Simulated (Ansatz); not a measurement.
## B3P (Pm-3m)

Method: DFT PBE, scalar-relativistic, plane waves, PAW (Ansatz).

Settings: cutoff 420 eV, Γ-centred mesh 14×14×14 on the computed 4-atom cell, Gaussian smearing of 0.10 eV; no spin polarisation.

The structure is relaxed at this level of theory with its symmetry kept, and needn't be the ground state of this composition.

Space group Pm-3m (No. 221), cubic, a = 3.140 Å. B is surrounded by 4 P at 2.22 Å and 8 B at 2.22 Å; around P lie 12 B at 2.22 Å.

| Item | Value |
| --- | --- |
| Volume per atom | 7.74 Å³ |
| Formation energy from the elements' standard states (uncorrected) | +1.659 eV/atom |
| Kohn–Sham band gap | none (metal) |
| Density of states at the Fermi level | 1.3 states/eV per cell |
| Orbital (Löwdin) character within 0.5 eV of the Fermi level | B 2p 48 %, B 2s 23 %, P 3s 12 %, P 3p 11 %, unprojected 7 % |
| Bader charge by site (e) | B (3 in the cell) 0.06, P (1 in the cell) -0.17 |

Another cell of B3P relaxed alike, in P-6m2, lies 0.95 eV/atom lower, so this cell isn't the stable form at this level.

The cell was found from a structure generator's guess, not taken from experiment. Löwdin shares on free-atom orbitals overweight diffuse shells.
